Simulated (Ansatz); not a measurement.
Below is a relaxed structure of AlGa. The cell was found from a structure generator's guess, not taken from experiment.

Method: DFT PBE, scalar-relativistic, plane waves, PAW in Ansatz. Cutoff 420 eV, Γ-centred mesh, Gaussian smearing, no spin polarisation.

```yaml
crystal:
  lattice:
    - [0.00000, 2.69519, 2.69519]
    - [2.69519, 0.00000, 2.69519]
    - [2.69519, 2.69519, 0.00000]
  atoms:
    - { symbol: Al, position: [0.50000, 0.50000, 0.50000] }
    - { symbol: Ga, position: [0.00000, 0.00000, 0.00000] }
```

Formation energies are uncorrected and refer to the elements' standard structures at the same level.

**Question.** What space group does it have?

**Answer.** Fm-3m (No. 225), the rock salt type. Conventional cell: a = 5.390 Å. Al has 6 Ga at 2.70 Å; Ga is surrounded by 6 Al at 2.70 Å.

**Question.** How far does it lie from the elements in energy?

**Answer.** +0.19 eV/atom. The separate elements lie lower, so it is unstable against them.

**Question.** Is it a metal?

**Answer.** Yes, bands cross the Fermi level on the 18×18×18 mesh.

The last run used an 18×18×18 mesh for its 2-atom cell and Gaussian smearing of 0.10 eV. A structure relaxed within its symmetry needn't be a true minimum.
